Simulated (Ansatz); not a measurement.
CO in its lowest state found on the top face of a (101) slab of TiAl (P4/mmm (No. 123)), 4 planes, outer planes TiAl (top) and TiAl (bottom); 1 a cell of 13.73 Å², its atoms last:

```xyz
10
Lattice="2.7952 0.0000 0.0000 0.0000 4.9117 0.0000 0.0000 0.0000 27.0452" Properties=species:S:1:pos:R:3 pbc="T T T"
Ti    0.0000    1.5907    8.5000
Al    1.3976    4.0465    8.5000
Ti    0.0000    3.1814   10.7984
Al    1.3976    0.7256   10.7984
Ti    0.0000    4.7570   13.0909
Al    1.3976    2.3027   13.1005
Ti    0.0000    1.3579   15.3694
Al    1.3976    3.8190   15.4005
C     1.3976    1.6117   17.0717
O     1.3976    1.7370   18.2327
```

Theory: DFT PBEsol, scalar-relativistic, plane waves, PAW (Ansatz 0.2.0). Plane waves to 420 eV, a k mesh through Γ of 10×6×1 on the computed 10-atom cell and Gaussian smearing (0.10 eV); no spin polarisation. The cell repeats along c with a dipole correction in the vacuum.

The clean top face has a work function of 4.38 eV. Adsorption changes the slab's dipole along +c by Δp = -0.1241 e·Å a cell (-0.60 D an adsorbate).

Q: What change of work function does the Helmholtz equation give?

A: A sheet of dipoles makes a step in an electron's potential energy of −e·Δp/(ε0·A), and e/ε0 = 180.95 eV·Å for Δp in e·Å: −180.95 × (-0.1241)/13.73 = +1.64 eV. This is the change of φ(top) − φ(bottom). If the bottom face is unmoved, φ(top) becomes 6.01 eV.

Q: How does that compare with the calculation?

A: φ(top) changes by +1.59 eV and φ(bottom) by -0.05 eV, so their difference changes by +1.64 eV. The bottom face hardly moves.

Q: What does the sign say about the electrons?

A: The change of dipole points into the surface (negative end outward), so the work function rises. The molecule's own dipole can set this sign. Δp also holds the adsorbate's own dipole and the moves of the surface atoms, so it isn't a charge transfer alone.